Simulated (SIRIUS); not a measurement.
A self-consistent single point of H4NF (P6_3mc, 12 atoms in the cell; from Materials Project mp-23794, lattice scaled a little) with SIRIUS.

Level of theory: PBEsol, GBRV PBEsol ultrasoft pseudopotentials (plane waves; SIRIUS).

```xyz
12
Lattice="4.3773 0.0000 0.0000 -2.1886 3.7908 0.0000 0.0000 0.0000 7.0871" Properties=species:S:1:pos:R:3 pbc="T T T"
H      2.1886     0.2872     6.5419
H      0.8456     2.0390     2.9983
H      3.0343     1.7518     6.5419
H      0.0000     3.5037     2.9983
H      1.3430     1.7518     6.5419
H     -0.8456     2.0390     2.9983
H      0.0000     2.5272     1.6203
H      2.1886     1.2636     5.1639
N      0.0000     2.5272     2.6556
N      2.1886     1.2636     6.1991
F      0.0000     2.5272     7.0704
F      2.1886     1.2636     3.5268
```

Reference input (self-consistent single point, DFT, PBEsol, plane waves, GBRV PBEsol ultrasoft pseudopotentials): parameters.ngridk = 7 7 4; parameters.xc_functionals = [XC_GGA_X_PBE_SOL, XC_GGA_C_PBE_SOL]; parameters.gk_cutoff = 6.325 1/bohr; parameters.pw_cutoff = 14.143 1/bohr; parameters.smearing = gaussian; parameters.smearing_width = 0.000734986 Ha; potentials = GBRV PBEsol ultrasoft pseudopotentials; parameters.electronic_structure_method = pseudopotential; parameters.num_bands = 20; parameters.num_mag_dims = 0; parameters.num_dft_iter = 100; parameters.energy_tol = 1e-07 Ha. This run's input differs from it in these lines:

```diff
@@ -14,4 +14,4 @@
     "xc_functionals": ["XC_GGA_X_PBE_SOL", "XC_GGA_C_PBE_SOL"],
-    "gk_cutoff": 6.325,
-    "pw_cutoff": 14.143,
+    "gk_cutoff": 8.944,
+    "pw_cutoff": 20.0,
     "ngridk": [7, 7, 4],
```

Output, abridged:

```
[find] density tolerance         : 1e-06
[find] total energy tolerance    : 1e-07
[find] iter_solver_tol (initial) : 0.01
[find] iter_solver_tol (target)  : 1e-13
[find] num_dft_iter              : 100
Charges and magnetic moments
--------------------------------------------------------------------------------
total charge          : 32.000000
[find] | SCF iteration   0 out of 100|
[diagonalize] iterative solver tolerance (occupied, empty): 0.01 0.01
[diagonalize] average number of iterations: 3.33333
[find] Charges and magnetic moments
[find] total charge          : 32.000000
[find] Energy
   [... lines left out ...]

[find] Charges and magnetic moments
[find] total charge          : 32.000000
[find] Energy
[find] smearing (-TS)                 :       0.00000000
[find] Total energy                   :     -73.47219305 (Ha),    -146.94438610 (Ry)
[find] Free energy (E-TS)             :     -73.47219305 (Ha),    -146.94438610 (Ry)
[find] band gap (eV)                  :       6.22229723
[find] Efermi                         :       0.05699163
[find] iteration : 17, RMS (target) : 3.1535e-07 (1.0000e-06) , energy difference (target) : -1.7906e-12 (1.0000e-07)
[find] bands are converged : true
[find] iterative solver converged : true
[find] converged after 18 SCF iterations!
[find] Charges and magnetic moments
[find] total charge          : 32.000000
[find] Energy
[find] smearing (-TS)                 :       0.00000000
[find] Total energy                   :     -73.47219305 (Ha),    -146.94438610 (Ry)
[find] Free energy (E-TS)             :     -73.47219305 (Ha),    -146.94438610 (Ry)
[find] band gap (eV)                  :       6.22229723
[find] Efermi                         :       0.05699163
[ground_state] === stress tensor components [kbar] ===
[ground_state] === stress_total ===
[ground_state]   -40.574549   -0.000005   -0.000000
[ground_state]    -0.000005  -40.574544    0.000000
[ground_state]    -0.000000    0.000000  -40.408073
[ground_state] ==== total Forces in Ha/bohr =====
   [... lines left out ...]
[ground_state] atom:    7, force:       0.0000000      0.0000000     -0.0196385
[ground_state] atom:    8, force:      -0.0000000     -0.0000000     -0.0002838
[ground_state] atom:    9, force:       0.0000000      0.0000000     -0.0002838
[ground_state] atom:   10, force:      -0.0000000     -0.0000000      0.0000202
[ground_state] atom:   11, force:      -0.0000000      0.0000000      0.0000202
```

The run converged in 18 iterations. SIRIUS prints the stress tensor with tension positive. Against the reference run the free energy falls by 2.2 meV/atom, the pressure goes from 3.91 to 4.05 GPa and the largest force hardly changes (1.021 to 1.019 eV/Å).

Forces above 1 eV/Å remain at this geometry. This run is one point of a test of settings, so its values need not be converged; read them against the reference run alone. The structure comes from a collection of computed structures, made at another level of theory; the collection holds predicted forms beside known ones. Its lattice was then scaled.

Cost on one core: about 2.9 core-minutes (a rough figure).

The gap that the log prints is read on the run's mesh, which can miss the band edges or a crossing.
